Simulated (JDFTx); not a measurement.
System: Ir(100) (Fm-3m bulk; lattice of mp-101, not re-optimised at this level), 1x1 cell of 4 atoms in 4 planes, area 7.43 Å² a face, 5.7 Å between the outermost planes in a cell 21.8 Å high; k mesh 8×8×1, Fermi width 0.01 Ha, no spin polarisation.

Level of theory: PBE, GBRV ultrasoft potentials, plane waves to 20/100 Ha; code: a modified build of JDFTx. Liquid: linear PCM (GLSSA13), water, 2 M KCl; nuclei fixed. Potentials are counted from the potential of zero charge; σ repeats to about 1 %.

```tsv
U − U_pzc (V)	σ (μC/cm², per face)
-0.72	-10.00
-0.27	-4.00
0.28	4.50
0.48	8.04
0.68	11.84
0.88	withheld
```

Q: Fit σ = C₀x + bx² (x = U − U_pzc) to the other rows by least squares, predict the withheld value, and compare with the run.

A: The fit gives C₀ (μF/cm²) = 15.6, b (μF/cm²/V) = 2.48, with a root-mean-square miss of 0.05 μC/cm² on its own rows. It predicts 15.7 μC/cm²; the run gives 15.9 μC/cm², a miss of 0.2 μC/cm².
